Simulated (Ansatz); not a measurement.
# Formation energy of Mg$_{2}$B (begun as CdCl2 type, now Fm-3m)

```
B Mg
1.0
     2.03570   -1.17531    3.32578
     0.00000    2.35063    3.32578
    -2.03570   -1.17531    3.32578
B Mg
1 2
Direct
  0.00000 0.00000 0.00000
  0.24999 0.24999 0.24999
  0.75001 0.75001 0.75001
```

The cell comes from a relaxation on PAW files under the same functional, begun from a prototype that needn't be the stable phase.

Computed with Ansatz 0.2.0; functional PBEsol, scalar-relativistic. Settings: a Γ-centred 13×13×13 k mesh, Fermi–Dirac smearing of 0.05 eV, no spin polarisation. Methods: LAPW: all electrons, basis error target 0.5 meV/atom; PAW: frozen-core files, cutoff 420 eV.

The elements are taken as B alpha-B12, Mg hcp, each relaxed on PAW files under the same functional and computed by the same method as the compound; zero-point and thermal terms are left out.

The PAW files were made under PBE.

Task: Give the formation energy by each method, with the residual pressure at this cell and the LAPW gap.

Result: 

```json
{"method": "LAPW", "ΔE(formation) (eV/atom)": "0.365", "P at this cell (GPa)": "-0.02", "gap (eV)": "0.00"}
{"method": "PAW", "ΔE(formation) (eV/atom)": "0.364", "P at this cell (GPa)": "0.01", "gap (eV)": "–"}
```

Task: Give the LAPW value for one formula unit in kJ/mol.

Result: 0.365 eV/atom × 3 atoms × 96.485 kJ/(mol·eV) = 105.7 kJ/mol, at zero temperature and without zero-point motion.

Task: What Bader charges does the PAW density give?

Result: B1 -2.91 e, Mg2 +1.45 e.
